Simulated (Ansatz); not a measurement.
Data:

Si:
```cif
data_Si34
_chemical_formula_sum 'Si34'
_space_group_name_H-M_alt 'P 1'
_space_group_IT_number 1
_cell_length_a 10.34058
_cell_length_b 10.34058
_cell_length_c 10.34058
_cell_angle_alpha 60.000
_cell_angle_beta 60.000
_cell_angle_gamma 60.000
loop_
_space_group_symop_operation_xyz
  'x, y, z'
loop_
_atom_site_label
_atom_site_type_symbol
_atom_site_fract_x
_atom_site_fract_y
_atom_site_fract_z
_atom_site_occupancy
Si1 Si 0.50000 0.50000 0.50000 1
Si2 Si 0.75000 0.75000 0.75000 1
Si3 Si 0.39136 0.39136 0.39136 1
Si4 Si 0.42408 0.85864 0.85864 1
Si5 Si 0.39136 0.39136 0.82592 1
Si6 Si 0.85864 0.42408 0.85864 1
Si7 Si 0.82592 0.39136 0.39136 1
Si8 Si 0.85864 0.85864 0.85864 1
Si9 Si 0.39136 0.82592 0.39136 1
Si10 Si 0.85864 0.85864 0.42408 1
Si11 Si 0.36414 0.75283 0.75283 1
Si12 Si 0.11981 0.49717 0.88586 1
Si13 Si 0.75283 0.36414 0.13019 1
Si14 Si 0.49717 0.11981 0.49717 1
Si15 Si 0.13019 0.75283 0.75283 1
Si16 Si 0.49717 0.88586 0.49717 1
Si17 Si 0.75283 0.13019 0.36414 1
Si18 Si 0.88586 0.49717 0.11981 1
Si19 Si 0.75283 0.36414 0.75283 1
Si20 Si 0.88586 0.11981 0.49717 1
Si21 Si 0.13019 0.75283 0.36414 1
Si22 Si 0.49717 0.49717 0.11981 1
Si23 Si 0.75283 0.13019 0.75283 1
Si24 Si 0.49717 0.49717 0.88586 1
Si25 Si 0.36414 0.75283 0.13019 1
Si26 Si 0.11981 0.88586 0.49717 1
Si27 Si 0.75283 0.75283 0.36414 1
Si28 Si 0.49717 0.88586 0.11981 1
Si29 Si 0.36414 0.13019 0.75283 1
Si30 Si 0.11981 0.49717 0.49717 1
Si31 Si 0.75283 0.75283 0.13019 1
Si32 Si 0.88586 0.49717 0.49717 1
Si33 Si 0.13019 0.36414 0.75283 1
Si34 Si 0.49717 0.11981 0.88586 1
```

This is the PBEsol-relaxed structure.

Problem. All from plane-wave PAW PBEsol (Ansatz code), unless another level is named. Estimate the hole effective mass, band 2 of 3 at the edge.

Solution. 0.21 along [100], 0.21 along [110], 0.27 along [111] (mₑ).

Problem. And the valence-band maximum?

Solution. at Γ.

Space group Fd-3m. The first step of the workflow began from a Materials Project structure, measured or hypothetical. Its sites differ from those of the usual phase in this space group: another stacking or structure type. The PBEsol relaxation kept the symmetry of its start; whether a distortion lowers the energy is not shown.

Potentials: the earlier of the program's two PAW sets. The files were generated under PBE; for other functionals the program regenerates the frozen cores, and for LDA and PBEsol the local potential too.

Edges and masses are those of Kohn–Sham bands, whose gap is no quasiparticle gap.
